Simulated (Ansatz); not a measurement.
**Property card for As**

As:
```xyz
1
Lattice="-1.6764 1.6764 1.6764 1.6764 -1.6764 1.6764 1.6764 1.6764 -1.6764" Properties=species:S:1:pos:R:3 pbc="T T T"
As     0.0000     0.0000     0.0000
```

Space group Im-3m (No. 229), bcc (W type); conventional cell a = b = c = 3.353 Å, α = β = γ = 90.00°.

Method: the program Ansatz at the r²SCAN level (PAW). Structure relaxed to zero pressure with the same functional. Other levels are named where they apply.

**Cell and energy**

| Item | Result |
|---|---|
| Volume per atom | 18.85 Å³ |
| Density | 6.60 g/cm³ |

**Electronic structure**

| Quantity | Result |
|---|---|
| Electronic character | metallic (no gap) |
| Density of states at the Fermi level | 0.52 states/eV per atom (mean over ±0.08 eV) |
| Gap with spin–orbit coupling | none (metallic) |

**Mechanics**

| Quantity | Result |
|---|---|
| Bulk modulus (Birch–Murnaghan fit) | 82.7 GPa |
| Pressure derivative B′ | 3.8 |
| Elastic constants (relaxed ions, GPa) | C11 = 128, C12 = 62.9, C44 = 12.3 |
| Mechanical stability | stable (all eigenvalues of C positive) |
| Hill bulk and shear moduli | 84.6 and 18.4 GPa |
| Young's modulus | 51.4 GPa |
| Poisson's ratio | 0.40 |
| Debye temperature from the elastic constants | 211 K |

A made-up cell: these elements were put on the sites of a structure type; neither database checked (COD, Materials Project) lists it. It is not the phase usual at ambient conditions (space group No. 166). Symmetry was held in the r²SCAN relaxation; whether a distortion lowers the energy is not shown. As this level gives no gap, shear constants depend on the k-mesh and smearing (Fermi–Dirac, 0.1 eV here). Scalar-relativistic: spin–orbit coupling is off unless named, which matters more the heavier the elements.

Potentials: the earlier of the program's two PAW sets.
